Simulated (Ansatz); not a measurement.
**Telling polymorphs of SrCaLaBiO6 apart by ⁸⁷Sr**

Method: Kohn–Sham DFT in Ansatz, r2SCAN, plane waves and PAW, scalar-relativistic, 500 eV cutoff. Q(⁸⁷Sr) = 305.0 mb, I = 9/2. The cells come from the Materials Project (computed, not necessarily observed phases), with the atoms as given or relaxed (PBE, cell held). Calculated pressures reach 5 GPa in size and forces 0.5 eV/Å in them. Spin–orbit coupling is left out, which moves gradients at and beside heavy atoms (Bi, La) by some per cent and at some sites by far more.

Problem. A calculated ⁸⁷Sr parameter set reads: |C_Q| = 44.6 MHz, η = 0.35. Which structure does it belong to?
A. P-4n2, 20 atoms in the cell run; Sr site: 8 O at 2.69–2.99 Å
B. Pc, 20 atoms in the cell run; Sr site: 8 O at 2.50–3.07 Å

Solution. B. SrCaLaBiO6 in Pc gives |C_Q| = 44.6 MHz, η = 0.35; there Sr has 8 O at 2.50–3.07 Å. SrCaLaBiO6 in P-4n2 gives |C_Q| = 65.2 MHz, η = 1.00; there Sr has 8 O at 2.69–2.99 Å.

The crystals are a selection from a larger pool of database entries, not a random sample of it.
